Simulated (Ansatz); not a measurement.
Cell and atoms are relaxed with the symmetry kept. Start:

```yaml
crystal:
  lattice:
    - [7.09803, 0.00000, 0.00000]
    - [0.00000, 7.09803, 0.00000]
    - [0.00000, 0.00000, 7.09803]
  atoms:
    - { symbol: Si, position: [0.28055, 0.28055, 0.28055] }
    - { symbol: Si, position: [0.21945, 0.71945, 0.78055] }
    - { symbol: Si, position: [0.78055, 0.21945, 0.71945] }
    - { symbol: Si, position: [0.71945, 0.78055, 0.21945] }
    - { symbol: Si, position: [0.02053, 0.02053, 0.02053] }
    - { symbol: Si, position: [0.47947, 0.97947, 0.52053] }
    - { symbol: Si, position: [0.52053, 0.47947, 0.97947] }
    - { symbol: Si, position: [0.97947, 0.52053, 0.47947] }
    - { symbol: O, position: [0.15041, 0.15041, 0.15041] }
    - { symbol: O, position: [0.34959, 0.84959, 0.65041] }
    - { symbol: O, position: [0.65041, 0.34959, 0.84959] }
    - { symbol: O, position: [0.84959, 0.65041, 0.34959] }
    - { symbol: O, position: [0.63939, 0.66095, 0.04472] }
    - { symbol: O, position: [0.86061, 0.33905, 0.54472] }
    - { symbol: O, position: [0.13939, 0.83905, 0.95528] }
    - { symbol: O, position: [0.36061, 0.16095, 0.45528] }
    - { symbol: O, position: [0.04472, 0.63939, 0.66095] }
    - { symbol: O, position: [0.54472, 0.86061, 0.33905] }
    - { symbol: O, position: [0.95528, 0.13939, 0.83905] }
    - { symbol: O, position: [0.45528, 0.36061, 0.16095] }
    - { symbol: O, position: [0.66095, 0.04472, 0.63939] }
    - { symbol: O, position: [0.33905, 0.54472, 0.86061] }
    - { symbol: O, position: [0.83905, 0.95528, 0.13939] }
    - { symbol: O, position: [0.16095, 0.45528, 0.36061] }
```

Method: DFT LDA, scalar-relativistic, plane waves, PAW in Ansatz 0.2.0.

Settings: cutoff 420 eV, Γ-centred mesh 4×4×4 on the computed 24-atom cell, Gaussian smearing of 0.02 eV; no spin polarisation.

Problem. What does it relax to?

Solution. The volume decreases by 0.30 Å³/atom to 14.60 Å³/atom, and the energy falls by 0.2 meV/atom. Final structure:
```yaml
crystal:
  lattice:
    - [7.05029, 0.00000, 0.00000]
    - [0.00000, 7.05029, 0.00000]
    - [0.00000, 0.00000, 7.05029]
  atoms:
    - { symbol: Si, position: [0.28376, 0.28376, 0.28376] }
    - { symbol: Si, position: [0.21624, 0.71624, 0.78376] }
    - { symbol: Si, position: [0.78376, 0.21624, 0.71624] }
    - { symbol: Si, position: [0.71624, 0.78376, 0.21624] }
    - { symbol: Si, position: [0.02207, 0.02207, 0.02207] }
    - { symbol: Si, position: [0.47793, 0.97793, 0.52207] }
    - { symbol: Si, position: [0.52207, 0.47793, 0.97793] }
    - { symbol: Si, position: [0.97793, 0.52207, 0.47793] }
    - { symbol: O, position: [0.15276, 0.15276, 0.15276] }
    - { symbol: O, position: [0.34724, 0.84724, 0.65276] }
    - { symbol: O, position: [0.65276, 0.34724, 0.84724] }
    - { symbol: O, position: [0.84724, 0.65276, 0.34724] }
    - { symbol: O, position: [0.63912, 0.66442, 0.03791] }
    - { symbol: O, position: [0.86088, 0.33558, 0.53791] }
    - { symbol: O, position: [0.13912, 0.83558, 0.96209] }
    - { symbol: O, position: [0.36088, 0.16442, 0.46209] }
    - { symbol: O, position: [0.03791, 0.63912, 0.66442] }
    - { symbol: O, position: [0.53791, 0.86088, 0.33558] }
    - { symbol: O, position: [0.96209, 0.13912, 0.83558] }
    - { symbol: O, position: [0.46209, 0.36088, 0.16442] }
    - { symbol: O, position: [0.66442, 0.03791, 0.63912] }
    - { symbol: O, position: [0.33558, 0.53791, 0.86088] }
    - { symbol: O, position: [0.83558, 0.96209, 0.13912] }
    - { symbol: O, position: [0.16442, 0.46209, 0.36088] }
```

This form isn't the usual stable structure of the compound.

Cost: 1 run of about 3 core-minutes, on Oxide Virtual Turin-like Processor (Zen 5) (shared hosts).